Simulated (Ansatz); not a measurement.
Values for one crystal, relaxed and computed with LDA in the plane-wave PAW code Ansatz; other levels are named.

| Property | Result |
|---|---|
| Volume per atom | 21.39 Å³ |
| Band gap | 0.26 eV (indirect) |
| Hole effective mass with spin–orbit coupling | 0.18, 0.29, 0.55 mₑ (principal values) |
| Valence-band maximum | on the Γ–Z line, 70 % of the way from Γ (k = 0.000, 0.000, 0.352) |
| Formation energy from the elements (no fitted shifts) | -222 meV/atom |
| Hill bulk and shear moduli | 42.0 and 25.4 GPa |
| Conduction-band minimum | on the Γ–Z line, 20 % of the way from Γ (k = 0.000, 0.000, -0.102) (2 equivalent valleys) |

Problem. Pick the material that matches.
A. GeSe, Pnma (Ge on 4c, Se on 4c)
B. LiF, rock salt
C. SrTe, rock salt
D. LiHS, Ama2 (Li on 4a, S on 4b, H on 4b)

Solution. A, GeSe, Pnma (Ge on 4c, Se on 4c)

The cell was relaxed with LDA under the symmetry of its start. A crystal of weakly bound layers computed without a dispersion correction: the cell and the soft elastic constants depend strongly on that. The references are the lowest solids computed at this level, not always the standard phases. Spin–orbit coupling is left out wherever it is not named.

Potentials: the later of the program's two PAW sets.
